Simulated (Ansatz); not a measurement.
Given:

K$_{2}$ZnI$_{4}$:
```cif
data_I8K4Zn2
_chemical_formula_sum 'K4 Zn2 I8'
_space_group_name_H-M_alt 'P 1'
_space_group_IT_number 1
_cell_length_a 7.86548
_cell_length_b 8.16923
_cell_length_c 9.63411
_cell_angle_alpha 90.000
_cell_angle_beta 108.070
_cell_angle_gamma 90.000
loop_
_space_group_symop_operation_xyz
  'x, y, z'
loop_
_atom_site_label
_atom_site_type_symbol
_atom_site_fract_x
_atom_site_fract_y
_atom_site_fract_z
_atom_site_occupancy
K1 K 0.21972 0.25000 0.55361 1
K2 K 0.78028 0.75000 0.44639 1
K3 K 0.25664 0.25000 0.06568 1
K4 K 0.74336 0.75000 0.93432 1
Zn1 Zn 0.77766 0.25000 0.69881 1
Zn2 Zn 0.22234 0.75000 0.30119 1
I1 I 0.59427 0.25000 0.42176 1
I2 I 0.40573 0.75000 0.57824 1
I3 I 0.00282 0.00122 0.24221 1
I4 I 0.99718 0.99878 0.75779 1
I5 I 0.99718 0.50122 0.75779 1
I6 I 0.00282 0.49878 0.24221 1
I7 I 0.58365 0.25000 0.87548 1
I8 I 0.41635 0.75000 0.12452 1
```

This is the r²SCAN-relaxed structure.

All from DFT-r²SCAN in the program Ansatz with PAW potentials, unless another level is named. Estimate the band gap.

3.70 eV (direct).

Next, the formation energy from the elements (no fitted shifts)?

-1.29 eV/atom.

And the weight of the valence-edge state by species (Voronoi cells)?

I 93 %, Zn 6 %.

Space group P2_1/m. The first step of the workflow began from a Materials Project structure, measured or hypothetical; the Crystallography Open Database copy checked does not list it. Whether it is the stable phase at ambient conditions was not checked. The r²SCAN relaxation kept the symmetry of its start; whether a distortion lowers the energy is not shown. The references are the lowest solids computed at this level, not always the standard phases. Scalar-relativistic: spin–orbit coupling is off unless named, which matters more the heavier the elements.

Potentials: the later of the program's two PAW sets.
